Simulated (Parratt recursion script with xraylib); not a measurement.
# X-ray reflectivity of Ga2O3 on Si at several surface roughnesses

```
layer, from the top  thickness (Å)  density (g/cm³)  rms roughness of its top face (Å)  δ (10⁻⁶)  β (10⁻⁶)
-------------------  -------------  ---------------  ---------------------------------  --------  --------
Ga2O3                          100            6.034                             varied     17.25    0.3628
Si (substrate)                   –            2.313                                3.6     7.525    0.1803
```

The refractive index is n = 1 − δ + iβ. Vacuum lies above.

Densities are inputs, not measurements. They were set from computed cells of the Materials Project: Ga2O3 from entry mp-1243 (R-3c, 6.42 g/cm³, taken at 94 %); Si from entry mp-149 (Fd-3m, 2.313 g/cm³). A layer's crystal structure does not enter its constants, only its composition and density.

Calculation: specular X-ray reflectivity, Parratt recursion, Névot-Croce roughness, xraylib tables; Parratt recursion script with xraylib 4.3.0.

Photon energy 8.048 keV (λ = 1.5406 Å), s polarisation. The grazing angle θ is scanned from 0.05° to 2.5° in 900 evenly spaced points, and the curve is smoothed with a Gaussian of 0.004° full width. A maximum is a scan point above both neighbours; its place and height come from a parabola through R at the three points.

The table follows two fringe maxima, those next to orders 3.5 and 4.5 of m = (2d/λ)(sin²θ − 2δ)^½, through runs that differ in the roughness σ₁ of the film surface alone.

| σ₁ (Å) | θ of the first (°) | R there | θ of the second (°) | R there |
|---|---|---|---|---|
| 4 | 1.546 | ? | 1.982 | ? |
| 6.6 | 1.541 | 8.27 × 10⁻⁵ | 1.974 | 1.38 × 10⁻⁵ |

Problem. Estimate the two heights for σ₁ = 4 Å.

Solution. At a maximum the amplitudes from the film's two faces add: R ≈ (|r₁|g₁ + |r₂|g₂A)². Here q₀ = 4π sin θ/λ, qⱼ = (q₀² − 32π²δⱼ/λ²)^½ (1 film, 2 substrate), |r₁| = |q₀² − q₁²|/(q₀ + q₁)², |r₂| = |q₁² − q₂²|/(q₁ + q₂)² with the numerators taken from the constants, g₁ = exp(−q₀q₁σ₁²/2), g₂ = exp(−q₁q₂σ₂²/2), and A = exp(−16π²β₁d/(λ²q₁)) for absorption in the film.

Check on a shown row, σ₁ = 6.6 Å, second maximum: q₀ = 0.2810, q₁ = 0.2769, q₂ = 0.2792 Å⁻¹; |r₁| = 0.00737, |r₂| = 0.00418; g₁ = 0.184, g₂ = 0.606, A = 0.991; R ≈ 1.49 × 10⁻⁵ against 1.38 × 10⁻⁵ in the table.

- σ₁ = 4 Å, first maximum: q₀ = 0.2201, q₁ = 0.2148, q₂ = 0.2178 Å⁻¹; |r₁| = 0.0121, |r₂| = 0.00691; g₁ = 0.685, g₂ = 0.738, A = 0.989; R ≈ 1.78 × 10⁻⁴.
- σ₁ = 4 Å, second maximum: q₀ = 0.2821, q₁ = 0.2780, q₂ = 0.2803 Å⁻¹; |r₁| = 0.00732, |r₂| = 0.00415; g₁ = 0.534, g₂ = 0.604, A = 0.991; R ≈ 4.09 × 10⁻⁵.

The run gave 1.68 × 10⁻⁴ and 3.87 × 10⁻⁵; the estimates are 1.06 and 1.06 times these.
